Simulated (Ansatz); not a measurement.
This cell of Cs2AgBiBr6 (double-perovskite type, space group Fm-3m) is off equilibrium:

```xyz
10
Lattice="0.0000 5.7385 5.7385 5.7385 0.0000 5.7385 5.7385 5.7385 0.0000" Properties=species:S:1:pos:R:3 pbc="T T T"
Cs     2.8692     2.8692     2.8692
Cs     8.6077     8.6077     8.6077
Ag     5.7385     5.7385     5.7385
Bi     0.0000     0.0000     0.0000
Br     2.9062     5.7385     5.7385
Br     8.5707     5.7385     5.7385
Br     5.7385     2.9237     5.7385
Br     5.7385     8.5532     5.7385
Br     5.7385     5.7385     2.8250
Br     5.7385     5.7385     8.6520
```

Calculation: PBE (plane waves to 420 eV, PAW, scalar-relativistic; Ansatz, an electronic-structure program). k mesh 5×5×5 (Γ-centred), Fermi-Dirac smearing 0.05 eV. Stress and pressure are positive under compression. Cs2AgBiBr6 was relaxed with its symmetry unable to fall. Spin-orbit coupling is left out, though Bi is heavy.

Task: What forces act on the atoms (eV/Å, Cartesian)?

Result: 
```
atom      Fx      Fy      Fz
----  ------  ------  ------
Cs1    0.000   0.000   0.000
Cs2    0.000   0.000   0.000
Ag3    0.000   0.000   0.000
Bi4    0.000   0.000   0.000
Br5   -0.086   0.000   0.000
Br6    0.086   0.000   0.000
Br7    0.000  -0.148   0.000
Br8    0.000   0.148   0.000
Br9    0.000   0.000   0.275
Br10   0.000   0.000  -0.275
```

Task: Give the stress tensor in GPa and the pressure.

Result: 
```
  -0.14     0.00     0.00
   0.00    -0.26     0.00
   0.00     0.00     0.57
```
The pressure, a third of the trace, is 0.06 GPa.

(A displaced cell: forces are minus the slopes of the energy, force constants its curvatures, and phonons follow from these.)
